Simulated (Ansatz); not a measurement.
SiGe:
```cif
data_Ge2Si2
_chemical_formula_sum 'Si2 Ge2'
_space_group_name_H-M_alt 'Pmma'
_space_group_IT_number 51
_space_group_name_Hall '-P 2a 2a'
_cell_length_a 3.95964
_cell_length_b 3.96618
_cell_length_c 5.59580
_cell_angle_alpha 90.000
_cell_angle_beta 90.000
_cell_angle_gamma 90.000
loop_
_atom_site_label
_atom_site_type_symbol
_atom_site_symmetry_multiplicity
_atom_site_Wyckoff_symbol
_atom_site_fract_x
_atom_site_fract_y
_atom_site_fract_z
_atom_site_occupancy
Si1 Si 2 e 0.25000 0.00000 0.11907 1
Ge1 Ge 2 f 0.25000 0.50000 0.36856 1
```

Relaxed at zero pressure with plane-wave PAW PBE (Ansatz code).

Q: The volume is lowered by 9 % and shape and atoms relax at that volume. What pressure results, and how do the axes share the change?

A: 8.7 GPa; a -3.1 %, b -3.0 %, c -3.2 %; the energy rises by 49 meV/atom.

Q: Give the new structure.

A: 
Space group Pmma (No. 51); a = 3.8375 Å, b = 3.8468 Å, c = 5.4173 Å, α = β = γ = 90.00°

```tsv
atom	site	symmetry	x	y	z
Si	2e	mm2	0.2500	0.0000	0.1193
Ge	2f	mm2	0.2500	0.5000	0.3684
```

The phase is kept; no other phase was compared at this pressure.

The start of the workflow was typed in or built on a structure type; neither database checked (COD, Materials Project) lists it. Its standing as an ambient phase is unchecked. The cell was relaxed with PBE under the symmetry of its start; whether a distortion lowers the energy is not shown.

Potentials: the later of the program's two PAW sets.
